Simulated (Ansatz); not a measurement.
B in space group Cmce (No. 64; B on 8f) at seven volumes, plane-wave PAW PBE (Ansatz code), shape and atoms relaxed at each. One row is withheld.

| V (Å³/atom) | P (GPa) |
|---|---|
| 5.807 | 29.25 |
| 5.999 | 18.13 |
| 6.190 | 8.45 |
| 6.382 | 0.00 |
| 6.573 | -7.37 |
| 6.765 | -13.79 |
| 6.956 | ? |

Question: Fit the shown pressures and predict the withheld one.

Answer: P = (3/2)B₀(x^(7/2) − x^(5/2))[1 + (3/4)(B′ − 4)(x − 1)] with x = (V₀/V)^(2/3). Least squares on the six rows gives V₀ = 6.382 Å³/atom, B₀ = 263 GPa, B′ = 3.54. At V = 6.956, x = 0.9442 and P = -19.44 GPa. The run itself gave -19.40 GPa.

The start of the workflow was typed in or built on a structure type; neither database checked (COD, Materials Project) lists it. It is not the phase usual at ambient conditions (space group No. 166). Symmetry was held in the PBE relaxation; its stability against distortions is not shown here.

Potentials: the later of the program's two PAW sets.
